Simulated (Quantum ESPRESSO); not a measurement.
Inputs of pw.x and gipaw.x (a modified build of Quantum ESPRESSO, PBE) for TeSe$_{2}$; the starting potential comes from an earlier run on another mesh:

```
&CONTROL
  calculation = 'scf'
  prefix = 'x'
  pseudo_dir = './pseudo'
  outdir = './out'
  tprnfor = .true.
/
&SYSTEM
  ibrav = 0
  nat = 3
  ntyp = 2
  ecutwfc = 40
  ecutrho = 160
  occupations = 'fixed'
  nbnd = 9
/
&ELECTRONS
  conv_thr = 1e-11
  startingpot = 'file'
/
ATOMIC_SPECIES
Te 127.600 Te.GGA_PBE-JTH.UPF
Se 78.971 Se.GGA_PBE-JTH.UPF
CELL_PARAMETERS angstrom
    4.043965000000    -2.185660000000     0.000000000000
    4.043965000000     2.185660000000     0.000000000000
   -0.146472000000     0.000000000000     5.283770000000
ATOMIC_POSITIONS crystal
Te     0.753780000000     0.246220000000     0.500000000000
Se     0.014080000000     0.767860000000     0.840240000000
Se     0.232140000000     0.985920000000     0.159760000000
K_POINTS automatic
9 9 7 1 1 1
```

```
&INPUTGIPAW
  job = 'nmr'
  prefix = 'x'
  tmp_dir = './out/'
  restart_mode = 'from_scratch'
  pawproj(1) = .true.
  pawproj(2) = .true.
  use_nmr_macroscopic_shape = .false.
/
```

The geometry is a computed Materials Project entry, not a measured one. It is TeSe2 in C2; whether this form has been observed was not checked. Stability against distortions was not tested. Forces on the atoms reach 0.37 eV/Å at this level.

Predict the shielding tensors that the run ends with.


```
     f-sum rule (should be   -19.8457):
           -19.8426         -0.0000         -0.0000
             0.0000        -19.8482          0.0000
             0.0001          0.0000        -19.8494

     Total NMR chemical shifts in ppm: ---------------------------------------
     (adopting the Simpson convention for anisotropy and asymmetry)-----------

     Atom  1  Te  pos: (  0.863799 -0.241331  0.574720)  Total sigma:        1063.22
           773.6720          0.0000        494.7572
             0.0000        984.4124          0.0000
          -474.9157          0.0000       1431.5855

     Te      1    anisotropy:    552.77    eta:    0.5723
     Te      1    sigma_11=    984.41
     Te      1    sigma_22=    773.52
     Te      1    sigma_33=   1431.74

     Atom  2  Se  pos: (  0.661124  0.358401  0.965805)  Total sigma:         787.47
           906.2291        223.2503        148.4913
            69.8660        360.9421        452.3994
           412.5768       -219.3856       1095.2440

     Se      2    anisotropy:    814.36    eta:    0.7188
     Se      2    sigma_11=    711.14
     Se      2    sigma_22=    320.90
     Se      2    sigma_33=   1330.38

     Atom  3  Se  pos: (  1.066474  0.358401  0.183635)  Total sigma:         787.47
           906.2291       -223.2503        148.4913
           -69.8660        360.9421       -452.3994
           412.5768        219.3856       1095.2440

     Se      3    anisotropy:    814.36    eta:    0.7188
     Se      3    sigma_11=    711.14
     Se      3    sigma_22=    320.90
     Se      3    sigma_33=   1330.38
```
The printed anisotropy is 3/2 (σ_33 − σ_iso) in the program's own order; the axes are left out here. Anisotropies that symmetry doesn't fix are less certain than the isotropic values. These are absolute shieldings with no macroscopic susceptibility term; δ = σ_ref − σ needs a reference computed alike. By our sweeps, such settings leave a few ppm in absolute σ on light atoms and up to some 20 ppm from Zn on. No spin–orbit coupling; Te is the heaviest element present. No d partial waves on Te, Se: the paramagnetic term there is incompletely reconstructed. The band gap at this level is small, which makes the paramagnetic part of σ large and sensitive to the functional. The structure is static (0 K, no zero-point motion).
